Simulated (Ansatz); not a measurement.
Relaxed candidate structures of AlFe:

A. P6₃/mmc (No. 194), hP12; a = b = 4.1276 Å, c = 10.1807 Å, α = β = 90.00°, γ = 120.00°; Al 2d (0.667, 0.333, 0.250); Al 4f (0.333, 0.667, 0.025); Fe 2c (0.333, 0.667, 0.250); Fe 4e (0.000, 0.000, 0.126); ferromagnetic

B. P6/mmm (No. 191), hP4; a = 4.285 Å, b = 4.285 Å, c = 4.352 Å, α = 90.00°, β = 90.00°, γ = 120.00°; Al 2d (0.333, 0.667, 0.500); Fe 1a (0.000, 0.000, 0.000); Fe 1b (0.000, 0.000, 0.500); ferromagnetic

C. Pm-3m (No. 221), cP2, CsCl type; a = b = c = 2.8455 Å, α = β = γ = 90.00°; Al 1a (0.000, 0.000, 0.000); Fe 1b (0.500, 0.500, 0.500); ferromagnetic

**Question.** Rank these by energy per atom (lowest first), as PBEsol (plane waves to 420 eV, PAW, scalar-relativistic; Ansatz, a first-principles code) gives it.

**Answer.** C (reference, the lowest among the structures calculated here), A (+0.25 eV/atom), B (+0.94 eV/atom)

2 runs with a doubtful electronic state, a coarser numerical grid, an end not at rest or a source that can't be used are left out. Each run could gain symmetry but not lose that of its start, so entries can be saddle points. From databases, or of a type measured for this composition: Pm-3m, cP2, CsCl type, ferromagnetic; the others are generated cells (placed on structure types, drawn at random, substituted or restacked) that were not matched to a known phase here. Each structure is listed in the lowest spin state found for it. Static energies at zero pressure. Spin states reached: ferromagnetic; spin orders were not searched systematically.
